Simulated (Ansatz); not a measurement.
MoP$_{2}$:
```
MoP2
1.0
    1.56198    -5.56957     0.00000
    1.56198     5.56957     0.00000
    0.00000     0.00000     4.95336
Mo P
2 4
Direct
  0.90677   0.09323   0.49775
  0.09323   0.90677   0.99775
  0.56991   0.43009   0.37987
  0.43009   0.56991   0.87987
  0.29681   0.70319   0.19739
  0.70319   0.29681   0.69739
```

Relaxed with PBEsol. Special points in fractions of this cell's reciprocal vectors: Γ (0.000, 0.000, 0.000); Y (-0.500, 0.500, 0.000); C0 (-0.270, 0.730, 0.000); Σ0 (0.270, 0.270, 0.000); Z (0.000, 0.000, 0.500); A0 (0.270, 0.270, 0.500); E0 (-0.270, 0.730, 0.500); T (-0.500, 0.500, 0.500); S (0.000, 0.500, 0.000); R (0.000, 0.500, 0.500).

### Question
List the band energies nearest the Fermi level at these points for DFT-PBEsol in the program Ansatz with PAW potentials.

### Answer
In eV from the Fermi level; about four levels below and three above (degenerate sets whole), none deeper than 8.9 eV; points with the same levels are listed once.

| k | below | above |
|---|---|---|
| Γ | -1.98 -1.41 -1.19 -0.82 | 0.40 1.09 1.41 |
| Y | -1.06 -1.05 -0.58 -0.25 | 0.67 1.08 2.28 |
| C0 | -3.11 -2.71 -2.14 -1.69 | 0.08 1.57 1.70 |
| Z | -1.04 -1.04 -0.26 -0.26 | 1.04 1.04 2.24 2.24 |
| A0 | -2.97 -2.97 -1.13 -1.13 | 1.87 1.87 2.19 2.19 |
| T | -1.59 -1.59 -1.05 -1.05 | 1.20 1.20 2.66 2.66 |
| S | -3.28 -2.73 -2.36 -1.39 | 0.17 1.08 1.95 |
| R | -3.07 -3.07 -0.98 -0.98 | 1.32 1.32 2.30 2.30 |

Space group Cmc2_1. The first step of the workflow began from a Materials Project structure, measured or hypothetical; the Crystallography Open Database copy checked does not list it. Its standing as an ambient phase is unchecked. The cell was relaxed with PBEsol under the symmetry of its start; whether a distortion lowers the energy is not shown. The run is not spin-polarised. Scalar-relativistic: spin–orbit coupling is off unless named, which matters more the heavier the elements.

Potentials: the later of the program's two PAW sets.
